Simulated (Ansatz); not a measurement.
Ansatz input file:

```yaml
crystal:
  lattice:
    - [-4.806818, 4.798877, -1.633148]
    - [-4.764582, -1.56369, 4.880541]
    - [1.58335, 4.78216, 4.906061]
  atoms:
    - { symbol: Al, position: [0.9978254866, 0.0092169097, 0.006727243] }
    - { symbol: Al, position: [0.9971998518, 0.4963913872, 0.4977369753] }
    - { symbol: Al, position: [0.8860841863, 0.9063388494, 0.3961114009] }
    - { symbol: Al, position: [0.2273394114, 0.6874462853, 0.6853465533] }
    - { symbol: Al, position: [0.8832388169, 0.40375019, 0.9086967887] }
    - { symbol: Mo, position: [0.4979051422, 0.5060185337, 0.992665368] }
    - { symbol: Mo, position: [0.1842209444, 0.2074993275, 0.2063635031] }
    - { symbol: Mo, position: [0.7033139926, 0.6943061199, 0.1939713409] }
    - { symbol: Mo, position: [0.7941500318, 0.3085973135, 0.3007848552] }
    - { symbol: Mo, position: [0.6160603976, 0.6040879686, 0.6057233707] }
    - { symbol: Mo, position: [0.81715749, 0.7968498251, 0.797032685] }
    - { symbol: Ta, position: [0.5952333532, 0.1083582059, 0.103024029] }
    - { symbol: Ta, position: [0.1050587008, 0.5983180798, 0.0889464785] }
    - { symbol: Ta, position: [0.293429626, 0.8083372664, 0.2938323393] }
    - { symbol: Ta, position: [0.3936180581, 0.4028724842, 0.3993900086] }
    - { symbol: Ta, position: [0.4972672873, 0.9893845946, 0.5039383509] }
    - { symbol: Ta, position: [0.1021590431, 0.0871315071, 0.5995000506] }
    - { symbol: Ta, position: [0.7050841723, 0.1993211972, 0.6926449609] }
    - { symbol: Ta, position: [0.2933678474, 0.2967930668, 0.8086229922] }
    - { symbol: Ta, position: [0.4015510964, 0.8995871247, 0.9016867855] }
basis:
  ecutwfc: 500
kpoints:
  mp_grid: { grid: [5, 5, 5] }
hamiltonian:
  xc: r2scan
scf:
  occupations: { method: gaussian, width: 0.1 }
  n_extra_bands: 10
output:
  forces: true
  stress: true
  eigenvalues: true
  populations: true
  dos:
    method: { smearing: { sigma: 0.1, scheme: gaussian } }
    projected: true
    de: 0.02
  write_density: true
  write_potential: true
  elf: true
  volumetric_format: npy
```

Run as
```bash
ansatz run input.yaml --threads 4 --pin off --max-ram 9216MiB --backend cpu --events-out ev --progress --plain --runs-dir out
```

These are results of Ansatz 0.2.0, DFT r2SCAN, scalar-relativistic, plane waves, PAW, not measurements.

Part of what the program printed, abridged (iterations and final results):

```
SCF iter   1: F=—  HF=-122009.254106 eV  |F-HF|=—  |Δ(HF+E_count)|=         —  Δρ=1.17e-2  dr2=1.05e0  dr2_τ=3.83e-1  ethr=1.77e-3  ⟨swp⟩=6.2  Hψ=31306  notcnv=0
SCF iter   2: F=—  HF=-122009.446260 eV  |F-HF|=—  |Δ(HF+E_count)|=   1.92e-1  Δρ=5.88e-3  dr2=1.65e-1  dr2_τ=3.21e-2  ethr=4.85e-4  ⟨swp⟩=2.8  Hψ=12206  notcnv=0  defer=144
SCF iter   3: F=—  HF=-122009.446133 eV  |F-HF|=—  |Δ(HF+E_count)|=   1.28e-4  Δρ=3.49e-3  dr2=5.84e-2  dr2_τ=3.99e-3  ethr=7.63e-5  ⟨swp⟩=2.0  Hψ=9137  notcnv=0  defer=144
SCF iter   4: F=—  HF=-122009.447680 eV  |F-HF|=—  |Δ(HF+E_count)|=   1.55e-3  Δρ=1.68e-3  dr2=2.44e-2  dr2_τ=3.36e-3  ethr=2.70e-5  ⟨swp⟩=2.0  Hψ=10239  notcnv=0  defer=144
SCF iter   5: F=—  HF=-122009.445790 eV  |F-HF|=—  |Δ(HF+E_count)|=   1.89e-3  Δρ=4.64e-4  dr2=1.31e-3  dr2_τ=1.91e-4  ethr=1.13e-5  ⟨swp⟩=2.0  Hψ=9665  notcnv=0  defer=144
SCF iter   6: F=—  HF=-122009.445707 eV  |F-HF|=—  |Δ(HF+E_count)|=   8.28e-5  Δρ=1.72e-4  dr2=1.26e-4  dr2_τ=1.48e-5  ethr=6.08e-7  ⟨swp⟩=2.0  Hψ=10223  notcnv=0  defer=144
SCF iter   7: F=—  HF=-122009.445701 eV  |F-HF|=—  |Δ(HF+E_count)|=   5.95e-6  Δρ=7.45e-5  dr2=4.08e-5  dr2_τ=6.12e-6  ethr=5.84e-8  ⟨swp⟩=2.0  Hψ=10351  notcnv=0  defer=144
SCF iter   8: F=—  HF=-122009.445184 eV  |F-HF|=—  |Δ(HF+E_count)|=   5.17e-4  Δρ=2.27e-5  dr2=2.39e-6  dr2_τ=2.72e-7  ethr=1.89e-8  ⟨swp⟩=2.0  Hψ=9899  notcnv=0  defer=144
SCF iter   9: F=—  HF=-122009.445184 eV  |F-HF|=—  |Δ(HF+E_count)|=   8.80e-8  Δρ=1.05e-5  dr2=7.61e-7  dr2_τ=8.75e-8  ethr=1.11e-9  ⟨swp⟩=2.0  Hψ=10368  notcnv=0  defer=144
SCF iter  10: F=—  HF=-122009.445184 eV  |F-HF|=—  |Δ(HF+E_count)|=   9.63e-9  Δρ=5.02e-6  dr2=1.98e-7  dr2_τ=3.10e-8  ethr=3.52e-10  ⟨swp⟩=2.0  Hψ=9994  notcnv=0  defer=144
SCF iter  11: F=-122009.445184 eV  HF=-122009.445184 eV  |F-HF|=2.92e-9  |Δ(HF+E_count)|=   1.55e-8  Δρ=1.58e-6  dr2=7.70e-9  dr2_τ=1.08e-9  ethr=4.63e-11  ⟨swp⟩=14.9  Hψ=50168  notcnv=0
SCF 1 converged in 11 iterations: F = -122009.445184 eV  dr2 = 7.70e-9
SCF converged after 11 iterations
Free energy (F): -122009.445184 eV
Harris-Foulkes:  -122009.445184 eV  (|F-HF|=2.92e-9)
Internal energy: -122009.386759 eV  (E = F + TS)
E sigma→0 (E₀):  -122009.415972 eV
Entropy (-TS):   -0.058425 eV (-2.921 meV/atom)
Fermi energy:    16.894682 eV
--- Per-component energies (eV) ---
  E_band       = -1796.564575
  E_kinetic    = 6068.332044
  E_local      = -13453.069727  (includes V_loc(G=0)·N_el)
  E_nonlocal   = 1040.427131
  E_hartree    = 5004.012826
  E_xc         = -3098.648175
  E_vxc        = -3697.512971  (∫ρ·V_xc dr)
  E_paw        = -97478.826549  (= ΣΔE_a)
  E_vpaw       = -1971.897246  (= ΣTr[D̂ρ^β])
  E_aug_tail   = 0.000734  (compensation charges beyond the density's cutoff)
  E_vtau       = 209.133461  (kinetic-family band-sum trace: ∫τ·v_τ [+ j·A + Jᵃ·Aᵃ] dr)
  E_ewald      = -20083.180759
  E_core_change = -8.434285  (= ΣΔE_core)
  E_smearing   = -0.058425  (= −TS)
--- Forces (eV/Å), atoms counted from 1 ---
  atom   1  Al     0.03048420    -0.03433360    -0.02481741
  atom   2  Al     0.02793865    -0.02325751    -0.00587657
  atom   3  Al     0.01905842     0.00673391    -0.01705192
  atom   4  Al     0.01631042     0.01319541     0.07630377
  atom   5  Al    -0.05061276     0.06016411    -0.03560766
  atom   6  Mo     0.11903775    -0.19651264     0.02066342
  atom   7  Mo     0.07543106    -0.02781552    -0.01478889
  atom   8  Mo    -0.14861662     0.07466580    -0.01362345
  atom   9  Mo     0.07394728    -0.10910897    -0.06371608
  atom  10  Mo    -0.05380424     0.08040463    -0.15903972
  atom  11  Mo     0.00156159    -0.06443274     0.18819920
  atom  12  Ta    -0.18182428     0.27171979    -0.03577510
  atom  13  Ta    -0.01054511    -0.01378786     0.18921273
  atom  14  Ta    -0.02478974     0.11444856     0.06786620
  atom  15  Ta    -0.08701777     0.07969255    -0.13045794
  atom  16  Ta     0.10968198    -0.10259034     0.00404949
  atom  17  Ta    -0.10332274    -0.00284421     0.04996113
  atom  18  Ta     0.06778398     0.08682706    -0.01567424
  atom  19  Ta    -0.10176614    -0.03974825     0.06289084
  atom  20  Ta     0.22103425    -0.17341449    -0.14271703
--- Stress (GPa, compression-positive) ---
        0.124604       0.390775       0.332037
        0.390775       0.420747      -0.497799
        0.332037      -0.497798       0.232072
  P = ⅓ Tr σ = 0.2591 GPa (2.591 kbar)
--- Band table (eV; the first three rows and the last of 63) ---
  k-point 0: bands = ["-52.4283", "-52.3251", "-52.2866", "-52.2657", "-52.1756", "-52.1477", "-52.1382", "-52.0911", "-51.8927", "-45.7315", "-45.6118", "-45.5479", "-45.4638", "-45.4579", "-45.3469", "-19.4190", "-19.3480", "-19.2872", "-19.2514", "-19.1878", "-19.1169", "-19.0971", "-19.0947", "-19.0299", "-18.9967", "-18.9746", "-18.8884", "-18.8749", "-18.8264", "-18.7838", "-18.7064", "-18.6207", "-18.6046", "-18.5600", "-18.5207", "-18.4641", "-18.3970", "-18.3307", "-18.3243", "-18.2858", "-18.2737", "-18.2580", "-18.1836", "-18.1504", "-18.1376", "-18.1169", "-18.1064", "-18.0427", "-18.0298", "-17.9652", "-17.9145", "-17.8800", "-17.8550", "-17.8161", "-17.7888", "-17.7706", "-17.6 ...
  k-point 1: bands = ["-52.4283", "-52.3249", "-52.2864", "-52.2658", "-52.1760", "-52.1477", "-52.1369", "-52.0926", "-51.8922", "-45.7300", "-45.6147", "-45.5474", "-45.4634", "-45.4573", "-45.3469", "-19.4076", "-19.3473", "-19.2897", "-19.2518", "-19.1876", "-19.1345", "-19.1130", "-19.0870", "-19.0169", "-19.0057", "-18.9689", "-18.8836", "-18.8615", "-18.8326", "-18.7792", "-18.7285", "-18.6186", "-18.6024", "-18.5609", "-18.5278", "-18.4451", "-18.3896", "-18.3537", "-18.3311", "-18.3036", "-18.2729", "-18.2374", "-18.1732", "-18.1544", "-18.1272", "-18.1126", "-18.1016", "-18.0516", "-18.0272", "-17.9720", "-17.9109", "-17.8860", "-17.8474", "-17.8193", "-17.7861", "-17.7575", "-17.6 ...
  k-point 2: bands = ["-52.4283", "-52.3246", "-52.2862", "-52.2660", "-52.1766", "-52.1478", "-52.1347", "-52.0953", "-51.8915", "-45.7276", "-45.6194", "-45.5468", "-45.4628", "-45.4563", "-45.3469", "-19.3850", "-19.3550", "-19.2908", "-19.2499", "-19.1799", "-19.1469", "-19.1321", "-19.0941", "-19.0175", "-19.0069", "-18.9587", "-18.8870", "-18.8623", "-18.8275", "-18.7636", "-18.7439", "-18.6223", "-18.5978", "-18.5687", "-18.5332", "-18.4072", "-18.3957", "-18.3770", "-18.3416", "-18.3215", "-18.2608", "-18.2410", "-18.1723", "-18.1438", "-18.1186", "-18.1089", "-18.0977", "-18.0516", "-18.0117", "-17.9846", "-17.9089", "-17.8879", "-17.8272", "-17.8111", "-17.7981", "-17.7496", "-17.6 ...
  k-point 62: bands = ["-52.4283", "-52.3243", "-52.2848", "-52.2670", "-52.1793", "-52.1457", "-52.1370", "-52.0926", "-51.8919", "-45.7301", "-45.6148", "-45.5473", "-45.4635", "-45.4574", "-45.3466", "-19.3955", "-19.3505", "-19.2795", "-19.2411", "-19.1792", "-19.1505", "-19.1196", "-19.0803", "-19.0517", "-19.0236", "-18.9815", "-18.8777", "-18.8460", "-18.8321", "-18.7723", "-18.7054", "-18.6439", "-18.6030", "-18.5459", "-18.4959", "-18.4627", "-18.4039", "-18.3869", "-18.3314", "-18.3122", "-18.2567", "-18.2304", "-18.1593", "-18.1346", "-18.1312", "-18.1016", "-18.0901", "-18.0684", "-18.0032", "-17.9671", "-17.9339", "-17.9032", "-17.8497", "-17.8007", "-17.7833", "-17.7544", "-17. ...
--- Löwdin populations: 20 sites ---
  site symbol q [e]
     0     Al      3.3337
     1     Al      3.2475
     2     Al      3.2973
     3     Al      3.3838
     4     Al      3.2839
     5     Mo     13.9623
     6     Mo     13.9980
     7     Mo     13.8718
     8     Mo     13.9409
     9     Mo     13.9314
    10     Mo     13.9421
    11     Ta     12.6671
    12     Ta     12.6521
    13     Ta     12.7726
    14     Ta     12.6408
    15     Ta     12.7882
    16     Ta     12.7152
    17     Ta     12.7135
    18     Ta     12.7641
    19     Ta     12.7256
  spilling = 0.006334 (of n_electrons = 216.000000)
```

Self-consistency was reached.

Time: 4.7 min on 4 threads of Arm Neoverse V2 (shared host), peak memory 3.2 GiB.

Spin–orbit coupling is left out, which can shift energies with elements as heavy as these.